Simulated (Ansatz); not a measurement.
Does the structure type survive?

Theory: DFT r2SCAN, scalar-relativistic, plane waves, PAW in Ansatz. Settings: cutoff 500 eV, Γ-centred meshes no coarser than 0.19 Å⁻¹ for metals and 0.3 Å⁻¹ for insulators (2π included), Gaussian smearing.

Each formula is placed on the named type at a guessed volume, then cell and atoms relax at zero pressure without lowering the symmetry. Keeping the type says nothing about stability against other structures or lower symmetry. Neighbours of unlike kind are counted within 25 % of the shortest distance of their pair. The atoms listed around a site end at a clear gap in distance instead, so their number can differ.

Spin–orbit coupling is left out.

(1) TaRu on the tungsten carbide type (P-6m2, No. 187), with Ta for W, Ru for C: does the type hold?

(2) Does BiSe2 keep the 2H molybdenite type (P6_3/mmc, No. 194), with Bi for Mo, Se for S?

## Answers

(1) Yes: a = 3.727 Å, c = 3.010 Å. Ta is coordinated by 6 Ru at 2.63 Å and 2 Ta at 3.01 Å; around Ru lie 6 Ta at 2.63 Å and 2 Ru at 3.01 Å.

(2) Only loosely: the neighbours of unlike kind stay the same, but the proportions of the cell change a good deal: a = 4.084 Å, c = 11.745 Å. Bi has 6 Se at 2.94 Å; around Se lie 3 Bi at 2.94 Å and 4 Se at 3.33–3.52 Å (next Se at 4.08 Å).